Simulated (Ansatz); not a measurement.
NbSi₂ (CrSi2 type, space group P6_222)

```
CELL_PARAMETERS angstrom
      4.81046     0.00000     0.00000
     -2.40523     4.16598     0.00000
      0.00000     0.00000     6.61846
ATOMIC_POSITIONS crystal
  Nb 0.50000 0.00000 0.00000
  Nb 0.50000 0.50000 0.33333
  Nb 0.00000 0.50000 0.66667
  Si 0.15931 0.31861 0.00000
  Si 0.84069 0.15931 0.33333
  Si 0.68139 0.84069 0.66667
  Si 0.84069 0.68139 0.00000
  Si 0.15931 0.84069 0.33333
  Si 0.31861 0.15931 0.66667
```

The slice is a (1 -1 0 0) plane (indices of the conventional cell) through the point (0.000, 0.500, 0.667) (fractional), spanned by u = [110] and v = [001] in vectors of this cell: u (4.81 Å) and v (6.62 Å, at 90° to u). It covers one period; positions are fractions (u, v).

All values below come from PBE (plane waves to 420 eV, PAW, scalar-relativistic; Ansatz, a first-principles code). k mesh 11×11×7. Near the nuclei the fields are pseudised (PAW); where an atom keeps semicore shells as valence, they peak there. NbSi2 is run without spin polarisation. NbSi2 was relaxed with its symmetry unable to fall.

Three fields on this plane, each scaled to ten steps between its own extremes (0 low, 9 high; the total valence density on a logarithmic scale, the potential cut 8 eV below its top; x marks points blanked near nuclei; v = 0 in the bottom row):

Map A
```
|xxxxx01333333310xxxx|
|xxxx1012211122101xxx|
|xxx211221000122112xx|
|xx11244310001344211x|
|00246764100014676420|
|23579985200025899753|
|5689xxx6311136xxx986|
|668xxxxx53235xxxxx86|
|567xxxxx65456xxxxx76|
|446xxxxx86568xxxxx64|
|224xxxxx86568xxxxx42|
|01368x997545799x8631|
|00257886421246887520|
|00135653100013565310|
|00123321xxxxx1233210|
|0112211xxxxxxx112211|
|2222101xxxxxxx101222|
|444310xxxxxxxxx01344|
|555420xxxxxxxxx02455|
|6655312xxxxxxx213556|
|5555311xxxxxxx113555|
|22343201xxxxx1023432|
|00112310011100132110|
|xx10123211011232101x|
|xxx202444333444202xx|
|xxxx1135555555311xxx|
|xxxxx02556665520xxxx|
|xxxxx02455555420xxxx|
```

Map B
```
|xxxxx53333333335xxxx|
|xxxx8432222222348xxx|
|xxx964221101122469xx|
|xx86543210001234568x|
|66655543100013455566|
|45566654210124566655|
|4566xxx5321235xxx665|
|456xxxxx43234xxxxx65|
|446xxxxx54445xxxxx64|
|345xxxxx65456xxxxx54|
|234xxxxx65456xxxxx43|
|11346x765545567x6431|
|00234566555556654320|
|00123456677766543210|
|00123457xxxxx7543210|
|1112246xxxxxxx642211|
|2222348xxxxxxx843222|
|333335xxxxxxxxx53333|
|444345xxxxxxxxx54344|
|4444459xxxxxxx954444|
|4443347xxxxxxx743344|
|44433358xxxxx8533344|
|66543334689864333456|
|xx85333345554333358x|
|xxx953334444433359xx|
|xxxx8433444443348xxx|
|xxxxx54444444445xxxx|
|xxxxx53344444335xxxx|
```

Map C
```
|xxxxx27887778872xxxx|
|xxxx0479887889740xxx|
|xxx016899999998610xx|
|xx00478999999987400x|
|01245678999998765421|
|55543235789875323455|
|7641xxx1478741xxx146|
|762xxxxx26762xxxxx26|
|750xxxxx05650xxxxx05|
|650xxxxx15751xxxxx05|
|762xxxxx36763xxxxx26|
|87520x025676520x0257|
|99865444444444445689|
|99998753000003578999|
|99999730xxxxx0379999|
|8899850xxxxxxx058998|
|7788730xxxxxxx037887|
|778861xxxxxxxxx16887|
|778861xxxxxxxxx16887|
|7788730xxxxxxx037887|
|7889850xxxxxxx058988|
|56788730xxxxx0378876|
|01368863000003688631|
|xx01588753235788510x|
|xxx016888767888610xx|
|xxxx0489887889840xxx|
|xxxxx27887778872xxxx|
|xxxxx16887678861xxxx|
```

Question: Assign the maps to these fields: electron localisation function (ELF); valence electron density; electrostatic potential energy of an electron, from the cell's mean.

Answer: A is the electron localisation function (ELF); B is the valence electron density; C is the electrostatic potential energy of an electron, from the cell's mean.
